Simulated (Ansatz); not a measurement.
## Relaxing a structure of GaN

The start is a randomly generated symmetric cell of GaN (space group No. 198). The structure is fully relaxed (lattice and positions, P = 0) with PBEsol (plane waves to 420 eV, PAW, scalar-relativistic; Ansatz, a program for electronic structure). The first steps use a coarse 5×5×5 k-mesh.

Input geometry:
```yaml
crystal:
  lattice:
    - [4.62337, 0.00000, 0.00000]
    - [0.00000, 4.62337, 0.00000]
    - [0.00000, 0.00000, 4.62337]
  atoms:
    - { symbol: Ga, position: [0.31938, 0.31938, 0.31938] }
    - { symbol: Ga, position: [0.18062, 0.68062, 0.81938] }
    - { symbol: Ga, position: [0.68062, 0.81938, 0.18062] }
    - { symbol: Ga, position: [0.81938, 0.18062, 0.68062] }
    - { symbol: N, position: [0.07697, 0.07697, 0.07697] }
    - { symbol: N, position: [0.42303, 0.92303, 0.57697] }
    - { symbol: N, position: [0.92303, 0.57697, 0.42303] }
    - { symbol: N, position: [0.57697, 0.42303, 0.92303] }
```

Problem. What symmetry does the relaxed structure have?

Solution. The space group goes from P2₁3 (No. 198) to F-43m (No. 216); the end is zinc blende type, with 2 atoms in the primitive cell.

Problem. By how much does the energy per atom fall from start to end?

Solution. 1.21 eV/atom.

Problem. How do the shortest distances between atoms change?

Solution. The closest pairs of elements (up to four, under 3.6 Å), start → end: Ga–N 1.94 → 1.95 Å; N–N 2.90 → 3.18 Å; Ga–Ga 2.92 → 3.18 Å.

Problem. What band gap does the relaxed structure have at this level?

Solution. 1.70 eV, direct at Γ (no spin-orbit coupling).

Problem. Give the final cell and atomic positions.

Solution. 
```cif
data_Ga4N4
_chemical_formula_sum 'Ga4 N4'
_space_group_name_H-M_alt 'F-43m'
_space_group_IT_number 216
_space_group_name_Hall 'F -4 2 3'
_cell_length_a 4.49826
_cell_length_b 4.49826
_cell_length_c 4.49826
_cell_angle_alpha 90.000
_cell_angle_beta 90.000
_cell_angle_gamma 90.000
loop_
_atom_site_label
_atom_site_type_symbol
_atom_site_symmetry_multiplicity
_atom_site_Wyckoff_symbol
_atom_site_fract_x
_atom_site_fract_y
_atom_site_fract_z
_atom_site_occupancy
Ga1 Ga 4 c 0.25000 0.25000 0.25000 1
N1 N 4 a 0.00000 0.00000 0.00000 1
```
(The calculation used a cell of 2 atoms; values per cell refer to that cell.)

Final values are on a 13×13×13 k-mesh of the relaxed cell. No spin polarisation in the result.

The run could not lose the symmetry of its start; a randomly shaken copy of 4 atoms returns to this structure.
